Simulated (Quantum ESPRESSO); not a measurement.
```xyz
2
Lattice="0.0000 2.9958 2.9958 2.9958 0.0000 2.9958 2.9958 2.9958 0.0000" Properties=species:S:1:pos:R:3 pbc="T T T"
Se     1.4979     1.4979     1.4979
Cd     0.0000     0.0000     0.0000
```

The PBEsol cell relaxed from Materials Project entry mp-2691 was given an isotropic strain of -1.5 % on all lattice vectors, and the atoms were relaxed again.

**Question.** What does PBEsol (pw.x of Quantum ESPRESSO, ONCV potentials, without SOC) give for the electronic structure near the Fermi level?

**Answer.** The PBEsol gap is direct, 0.57 eV at Γ. Spin-orbit splittings are left out.
